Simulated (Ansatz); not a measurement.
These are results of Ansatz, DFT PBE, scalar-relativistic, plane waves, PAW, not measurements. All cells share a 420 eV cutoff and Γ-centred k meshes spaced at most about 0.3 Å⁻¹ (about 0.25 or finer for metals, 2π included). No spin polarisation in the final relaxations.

Temperature and zero-point effects are left out.

Compare these two cells of Sc₃Cu, each relaxed at this level.

A.

Space group P6/mmm (No. 191). a = 5.966 Å, b = 5.966 Å, c = 2.827 Å, α = 90.00°, β = 90.00°, γ = 120.00°
| atom | site | symmetry | x | y | z |
| --- | --- | --- | --- | --- | --- |
| Sc | 3f | mmm | 0.5000 | 0.0000 | 0.0000 |
| Cu | 1a | 6/mmm | 0.0000 | 0.0000 | 0.0000 |

B.

Space group Fm-3m (No. 225). a = 6.902 Å, b = 6.902 Å, c = 6.902 Å, α = 90.00°, β = 90.00°, γ = 90.00°
```json
{"atom": "Sc", "site": "8c", "symmetry": "-43m", "x": "0.2500", "y": "0.7500", "z": "0.7500"}
{"atom": "Sc", "site": "4b", "symmetry": "m-3m", "x": "0.5000", "y": "0.0000", "z": "0.0000"}
{"atom": "Cu", "site": "4a", "symmetry": "m-3m", "x": "0.0000", "y": "0.0000", "z": "0.0000"}
```

Question: Which is lower in energy, and by how much?

Answer: B is lower, by 0.39 eV/atom. A has space group P6/mmm (No. 191), 21.8 Å³/atom and no gap on its mesh; B has the BiF3 (D0_3) type, space group Fm-3m (No. 225), 20.5 Å³/atom and no gap. Counting all near atoms (those within 1.25 times the shortest distance at each site; a plus sign parts nearer from farther groups), A has Sc 8, Cu 8 and B has Sc 8+6, Cu 8+6. The denser one is the lower, and pressure would at first widen the difference. Even the lower one lies +0.11 eV/atom against the reference forms of the elements (uncorrected), so neither is stable at this level. In A, Sc is surrounded by 6 Sc at 2.83–2.98 Å and 2 Cu at 2.98 Å; Cu has 2 Cu at 2.83 Å and 6 Sc at 2.98 Å. In B, Sc on a site of symmetry -43m has 4 Cu at 2.99 Å, 4 Sc at 2.99 Å and 6 Sc at 3.45 Å; around Sc on a site of symmetry m-3m lie 8 Sc at 2.99 Å and 6 Cu at 3.45 Å; Cu has 8 Sc at 2.99 Å and 6 Sc at 3.45 Å. Both come from invented guesses. A third cell relaxed alike, in P-6m2, lies 99 meV/atom below the lower of the two.

A magnetic state wasn't ruled out in cells without spin, among them P6/mmm. Cells relaxed within their symmetry can be saddle points.
